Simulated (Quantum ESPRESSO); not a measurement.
Kohn-Sham bands of BaO (NiAs type)

```xyz
4
Lattice="3.8186 0.0000 0.0000 -1.9093 3.3070 0.0000 0.0000 0.0000 6.6542" Properties=species:S:1:pos:R:3 pbc="T T T"
Ba     1.9093    -1.1023     1.6636
Ba    -1.9093     1.1023    -1.6636
O      0.0000     0.0000     3.3271
O      0.0000     0.0000     0.0000
```

Materials Project entry mp-1008500; symmetrised, unrelaxed at this level. Not found in the COD (Crystallography Open Database) copy used, which has the formula in other groups; not checked further. Method: PBEsol plane waves in Quantum ESPRESSO 7.5 (PseudoDojo norm-conserving files, 68 Ry, spinors with spin-orbit coupling), Bloch states on a 6×6×4 mesh through Γ, Wannier90 4.0.1. Density: 12×12×6 mesh, cold smearing 0.01 Ry.

Task: List the Kohn-Sham levels between −8 and 5.4 eV relative to the valence-band maximum at the high-symmetry points, as a band run of pw.x on that density gives them (levels within 2 meV counted together).

Result: 
```csv
point,k (reciprocal lattice),levels (eV)
Γ,0.000 0.000 0.000,"-2.11 (×2), -0.97 (×2), -0.92 (×2), -0.88 (×2), -0.86 (×2), 0.00 (×2), 3.03 (×2), 3.76 (×2), 4.15 (×2), 5.15 (×2), 5.27 (×2)"
M,0.500 0.000 0.000,"-2.02 (×2), -1.39 (×2), -1.11 (×2), -0.66 (×2), -0.26 (×2), -0.02 (×2), 2.43 (×2), 4.73 (×2), 4.95 (×2)"
K,0.333 0.333 0.000,"-1.05 (×4), -0.82 (×2), -0.82 (×2), -0.76 (×2), -0.67 (×2), 4.04 (×2), 4.15 (×2)"
A,0.000 0.000 0.500,"-1.25 (×4), -0.95 (×4), -0.92 (×4), 3.95 (×4)"
L,0.500 0.000 0.500,"-1.12 (×4), -1.03 (×4), -0.81 (×4), 3.70 (×4), 5.38 (×4)"
H,0.333 0.333 0.500,"-1.84 (×2), -1.83 (×2), -0.88 (×2), -0.78 (×2), -0.11 (×2), -0.03 (×2), 4.51 (×2), 4.65 (×2), 5.32 (×2), 5.32 (×2)"
```
